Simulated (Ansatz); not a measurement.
This cell of PbS (rock salt) is off equilibrium:

```yaml
crystal:
  lattice:
    - [0.00000, 2.91857, 2.91857]
    - [2.91857, 0.00000, 2.91857]
    - [2.91857, 2.91857, 0.00000]
  atoms:
    - { symbol: S, position: [0.00000, 0.00000, 0.00000] }
    - { symbol: Pb, position: [0.50000, 0.50000, 0.50000] }
```

Method: PBE (plane waves to 420 eV, PAW, scalar-relativistic; Ansatz, an electronic-structure program). k mesh 10×10×10 (Γ-centred), Fermi-Dirac smearing 0.05 eV. E stands for the smeared free energy. Stress and pressure are positive under compression. PbS was relaxed with its symmetry unable to fall. Spin-orbit coupling is left out, though Pb is heavy.

Problem. Give the stress tensor in GPa and the pressure.

Solution. 
```
   5.53     0.00     0.00
   0.00     5.53     0.00
   0.00     0.00     5.53
```
The pressure, a third of the trace, is 5.53 GPa.

Problem. It is the relaxed cell scaled evenly to V/V₀ = 0.917, atoms relaxed where free. What is its energy relative to the relaxed cell?

Solution. 36.2 meV/atom.

(A scan under strain: stresses follow from slopes of the energy per volume, elastic moduli from its curvatures.)
